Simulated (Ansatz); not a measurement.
GaAs:
```xyz
16
Lattice="6.9610 0.0000 0.0000 0.0000 6.9610 0.0000 0.0000 0.0000 6.9610" Properties=species:S:1:pos:R:3 pbc="T T T"
Ga     2.3854     2.3854     2.3854
Ga     4.5756     4.5756     4.5756
Ga     1.0951     4.5756     5.8659
Ga     5.8659     2.3854     1.0951
Ga     5.8659     1.0951     4.5756
Ga     1.0951     5.8659     2.3854
Ga     4.5756     5.8659     1.0951
Ga     2.3854     1.0951     5.8659
As     0.9924     0.9924     0.9924
As     5.9686     5.9686     5.9686
As     2.4881     5.9686     4.4729
As     4.4729     0.9924     2.4881
As     4.4729     2.4881     5.9686
As     2.4881     4.4729     0.9924
As     5.9686     4.4729     2.4881
As     0.9924     2.4881     4.4729
```

Relaxed with r²SCAN. Special points in fractions of this cell's reciprocal vectors: Γ (0.000, 0.000, 0.000); X (0.000, 0.500, 0.000); M (0.500, 0.500, 0.000); R (0.500, 0.500, 0.500); X1 (0.500, 0.000, 0.000).

Q: List the band energies nearest the Fermi level at these points for r²SCAN in the plane-wave PAW code Ansatz.

A: In eV from the Fermi level; about four levels below and three above (degenerate sets whole), none deeper than 8.9 eV; points with the same levels are listed once.

```csv
k,below,above
Γ,-0.22 -0.02 -0.02 -0.02,1.97 2.50 2.50 2.50
X,-1.29 -1.29 -0.76 -0.76,0.51 0.51 1.74 1.74
M,-1.29 -1.29 -1.29 -1.29,1.15 1.15 1.15 1.15
R,-2.44 -2.44 -2.44 -2.44,2.18 2.18 2.18 2.18
```

Space group Pa-3. The workflow started from a Materials Project entry (that database holds measured and hypothetical structures alike); the Crystallography Open Database copy checked does not list it. It is not the phase usual at ambient conditions (space group No. 216). The cell was relaxed with r²SCAN under the symmetry of its start; whether a distortion lowers the energy is not shown. The Fermi level of a semimetal is unsure by some 0.05 eV on such meshes. Spin–orbit coupling is left out wherever it is not named.

Potentials: the later of the program's two PAW sets.
